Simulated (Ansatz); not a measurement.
Cells of GaSb relaxed with r2SCAN (plane waves to 500 eV, PAW, scalar-relativistic; Ansatz, a first-principles code), each with a space-group label. One label is wrong.

**A**, labelled P6₂22 (No. 180)
```
CELL_PARAMETERS angstrom
      4.36404     0.00000     0.00000
     -2.18202     3.77937     0.00000
      0.00000     0.00000     9.50994
ATOMIC_POSITIONS crystal
  Ga 0.50000 0.00000 0.00000
  Ga 0.00000 0.50000 0.66667
  Ga 0.50000 0.50000 0.33333
  Sb 0.50000 0.00000 0.50000
  Sb 0.00000 0.50000 0.16667
  Sb 0.50000 0.50000 0.83333
```

**B**, labelled Fm-3m (No. 225)
```
CELL_PARAMETERS angstrom
      0.00000     2.86993     2.86993
      2.86993     0.00000     2.86993
      2.86993     2.86993     0.00000
ATOMIC_POSITIONS crystal
  Ga 0.00000 0.00000 0.00000
  Sb 0.50000 0.50000 0.50000
```

**C**, labelled P6₃/mmc (No. 194)
```
CELL_PARAMETERS angstrom
      1.98558    -3.43818     0.00000
      1.98558     3.43818     0.00000
      0.00000     0.00000     6.98444
ATOMIC_POSITIONS crystal
  Ga 0.50000 0.50000 0.50000
  Ga 0.50000 0.50000 0.00000
  Sb 0.83336 0.16664 0.75000
  Sb 0.16664 0.83336 0.25000
```

**D**, labelled P6₃mc (No. 186)
```yaml
crystal:
  lattice:
    - [4.00039, 0.00000, 0.00000]
    - [0.00000, 4.00039, 0.00000]
    - [0.00000, 0.00000, 7.44807]
  atoms:
    - { symbol: Ga, position: [0.00000, 0.50000, 0.00000] }
    - { symbol: Ga, position: [0.50000, 0.00000, 0.50000] }
    - { symbol: Sb, position: [0.00000, 0.00000, 0.25000] }
    - { symbol: Sb, position: [0.00000, 0.00000, 0.75000] }
```

Problem. Which label is wrong, and what should it be (tolerance 0.01 Å)?

Solution. D: its symmetry is P4₂/mmc (No. 131), tP4; a = b = 4.000 Å, c = 7.448 Å, α = β = γ = 90.00°.

Each run could gain symmetry but not lose that of its start, so entries can be saddle points. All of these are generated cells (placed on structure types, drawn at random, substituted or restacked) that were not matched to a known phase here.

No spin polarisation in the result.
